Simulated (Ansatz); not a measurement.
Relaxation of a relaxed TiB2 cell shaken by Gaussian noise of σ = 0.08 Å a coordinate; 9 atoms in the cell, which starts as P1 (No. 1), aP9; a = b = 4.181 Å, c = 6.147 Å, α = β = 90.00°, γ = 120.00°. Level of theory: PBE (plane waves to 420 eV, PAW, scalar-relativistic; Ansatz, an electronic-structure program). Γ-centred k-mesh 6×6×4 on the run's cell (coarser than for final values), Fermi–Dirac smearing 0.05 eV. This is the first round of the run. 

The optimiser's lines from the output (shortened; P is positive under compression):

```
relax step   1: F+E_penalty+E_count = -8431.93405976 eV  Δ(F+E_penalty+E_count) = +0.000e0 eV  max|allowed force component| = 2.212e0 eV/Å  Δτ_max = 0.0000 Å  P = +2.832 GPa  Ω = 93.035 Å³  (8 SCF iters, dr2 threshold 1.00e-7 eV, accepted)
relax step   2: F+E_penalty+E_count = -8432.45907910 eV  Δ(F+E_penalty+E_count) = -5.250e-1 eV  max|allowed force component| = 1.140e0 eV/Å  Δτ_max = 0.1126 Å  P = +2.211 GPa  Ω = 91.897 Å³  (6 SCF iters, dr2 threshold 9.00e-7 eV, accepted)
relax step   3: F+E_penalty+E_count = -8433.22437256 eV  Δ(F+E_penalty+E_count) = -7.653e-1 eV  max|allowed force component| = 1.723e0 eV/Å  Δτ_max = 0.1469 Å  P = -0.677 GPa  Ω = 92.894 Å³  (7 SCF iters, dr2 threshold 9.00e-7 eV, accepted)
relax step   4: F+E_penalty+E_count = -8435.02495797 eV  Δ(F+E_penalty+E_count) = -1.801e0 eV  max|allowed force component| = 2.356e0 eV/Å  Δτ_max = 0.1665 Å  P = -4.596 GPa  Ω = 91.381 Å³  (6 SCF iters, dr2 threshold 9.00e-7 eV, accepted)
relax step   5: F+E_penalty+E_count = -8437.45963339 eV  Δ(F+E_penalty+E_count) = -2.435e0 eV  max|allowed force component| = 1.904e0 eV/Å  Δτ_max = 0.1460 Å  P = -6.488 GPa  Ω = 88.529 Å³  (6 SCF iters, dr2 threshold 9.00e-7 eV, accepted)
relax step   6: F+E_penalty+E_count = -8439.61234475 eV  Δ(F+E_penalty+E_count) = -2.153e0 eV  max|allowed force component| = 2.319e0 eV/Å  Δτ_max = 0.0994 Å  P = -6.019 GPa  Ω = 85.062 Å³  (6 SCF iters, dr2 threshold 9.00e-7 eV, accepted)
relax step   7: F+E_penalty+E_count = -8442.02730178 eV  Δ(F+E_penalty+E_count) = -2.415e0 eV  max|allowed force component| = 2.892e0 eV/Å  Δτ_max = 0.1186 Å  P = -3.463 GPa  Ω = 80.630 Å³  (6 SCF iters, dr2 threshold 9.00e-7 eV, accepted)
relax step   8: F+E_penalty+E_count = -8443.67516105 eV  Δ(F+E_penalty+E_count) = -1.648e0 eV  max|allowed force component| = 1.398e0 eV/Å  Δτ_max = 0.1459 Å  P = +5.259 GPa  Ω = 75.911 Å³  (7 SCF iters, dr2 threshold 9.00e-7 eV, accepted)
relax step   9: F+E_penalty+E_count = -8444.05046140 eV  Δ(F+E_penalty+E_count) = -3.753e-1 eV  max|allowed force component| = 2.441e-2 eV/Å  Δτ_max = 0.1082 Å  P = -0.848 GPa  Ω = 77.197 Å³  (6 SCF iters, dr2 threshold 9.00e-7 eV, accepted)
relax step  10: F+E_penalty+E_count = -8444.04971778 eV  Δ(F+E_penalty+E_count) = +7.436e-4 eV  max|allowed force component| = 1.224e-1 eV/Å  Δτ_max = 0.0061 Å  P = -0.140 GPa  Ω = 76.945 Å³  (6 SCF iters, dr2 threshold 9.00e-7 eV, rejected (line search))
relax step  11: F+E_penalty+E_count = -8444.05223989 eV  Δ(F+E_penalty+E_count) = -1.778e-3 eV  max|allowed force component| = 9.970e-3 eV/Å  Δτ_max = 0.0012 Å  P = -0.325 GPa  Ω = 77.023 Å³  (8 SCF iters, accepted)
relax step  12: F+E_penalty+E_count = -8444.05279668 eV  Δ(F+E_penalty+E_count) = -5.568e-4 eV  max|allowed force component| = 3.678e-3 eV/Å  Δτ_max = 0.0011 Å  P = +0.029 GPa  Ω = 76.896 Å³  (6 SCF iters, dr2 threshold 9.00e-7 eV, accepted)
relax step  13: F+E_penalty+E_count = -8444.05279168 eV  Δ(F+E_penalty+E_count) = +5.003e-6 eV  max|allowed force component| = 7.558e-4 eV/Å  Δτ_max = 0.0002 Å  P = +0.001 GPa  Ω = 76.904 Å³  (6 SCF iters, dr2 threshold 6.21e-9 eV, accepted)
relax step  14: F+E_penalty+E_count = -8444.07682353 eV  Δ(F+E_penalty+E_count) = -2.403e-2 eV  max|allowed force component| = 5.975e-4 eV/Å  Δτ_max = 0.0000 Å  P = +0.337 GPa  Ω = 76.904 Å³  stress off target by 1.03e0 GPa  SCF on the basis re-selected at this cell (its energy is not comparable with the rows above)  (6 SCF iters)
relax step  15: F+E_penalty+E_count = -8444.07712748 eV  Δ(F+E_penalty+E_count) = -3.039e-4 eV  max|allowed force component| = 7.317e-3 eV/Å  Δτ_max = 0.0004 Å  P = +0.006 GPa  Ω = 77.004 Å³  (6 SCF iters, dr2 threshold 9.00e-7 eV, accepted)
relax step  16: F+E_penalty+E_count = -8444.07713700 eV  Δ(F+E_penalty+E_count) = -9.526e-6 eV  max|allowed force component| = 1.893e-3 eV/Å  Δτ_max = 0.0002 Å  P = +0.001 GPa  Ω = 77.005 Å³  (6 SCF iters, dr2 threshold 2.62e-8 eV, accepted)
relax step  17: F+E_penalty+E_count = -8444.07713895 eV  Δ(F+E_penalty+E_count) = -1.948e-6 eV  max|allowed force component| = 1.107e-4 eV/Å  Δτ_max = 0.0001 Å  P = +0.003 GPa  Ω = 77.004 Å³  (6 SCF iters, dr2 threshold 2.97e-9 eV, accepted)
relax step  18: F+E_penalty+E_count = -8444.07726669 eV  Δ(F+E_penalty+E_count) = -1.277e-4 eV  max|allowed force component| = 1.088e-4 eV/Å  Δτ_max = 0.0000 Å  P = +0.004 GPa  Ω = 77.004 Å³  stress off target by 5.35e-3 GPa  SCF on the basis re-selected at this cell (its energy is not comparable with the rows above)  (8 SCF iters)
```

From the first to the last row the energy changes by -1.35 eV/atom and the volume by -17.2 %. The last row is marked as not comparable with the walk above it, whose basis was carried along; it does compare with step 1, since both stand on a basis selected at the nominal cutoff for their own cell.

Step 10 was rejected by the optimiser.

Later rounds, restarted from the end of this one on a renewed k-mesh, logged 9 more steps and released under 0.01 eV/atom more. The final structure after all rounds: P6/mmm (No. 191), hP3, AFLOW prototype AB2_hP3_191_a_d (C32, as in AlB2); a = 3.0318 Å, b = 3.0318 Å, c = 3.2243 Å, α = 90.00°, β = 90.00°, γ = 120.00°. Between re-selections the logged energies stand on a plane-wave basis carried along with the cell. No spin polarisation in the result.

Of the parent cell (P3₁21 (No. 152)): it is a generated cell of TiB2: the first start was made by placing the elements on the sites of a structure type, and the end was not matched to a known phase here, so it may be hypothetical. Known forms of TiB2 include space group No. 191.

The first start was generated by placing the elements on the sites of a structure type. A measured structure of TiB2 has the same space group, P6/mmm (No. 191); the sites were not compared with it.
